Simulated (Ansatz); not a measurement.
Values for one crystal, relaxed and computed with DFT-r²SCAN in the program Ansatz with PAW potentials; other levels are named.

Volume per atom: 18.56 Å³
Electronic character: metallic (no gap)
Zone-centre stability: no imaginary mode at Γ
Mechanical stability: stable (all eigenvalues of C positive)
Hill bulk and shear moduli: 89.4 and 59.9 GPa
Bulk modulus (Birch–Murnaghan fit): 89.5 GPa
Pressure derivative B′: 4.3

Task: Which of these materials gives this?
A. Sc2InC, P6_3/mmc (Sc on 4f, In on 2d, C on 2a)
B. EuAgSb, P6_3/mmc (Eu on 2a, Ag on 2d, Sb on 2c)
C. Ti2C, R-3m (Ti on 6c, C on 3b)
D. HfBeSi, P6_3/mmc (Hf on 2a, Be on 2c, Si on 2d)

Result: A, Sc2InC, P6_3/mmc (Sc on 4f, In on 2d, C on 2a)

The first step of the workflow began from a Materials Project structure, measured or hypothetical; the Crystallography Open Database copy checked does not list it. Its standing as an ambient phase is unchecked. Symmetry was held in the r²SCAN relaxation. No spin polarisation was allowed. As this level gives no gap, shear constants depend on the k-mesh and smearing (Fermi–Dirac, 0.1 eV here). Spin–orbit coupling is left out wherever it is not named.

Potentials: the later of the program's two PAW sets.
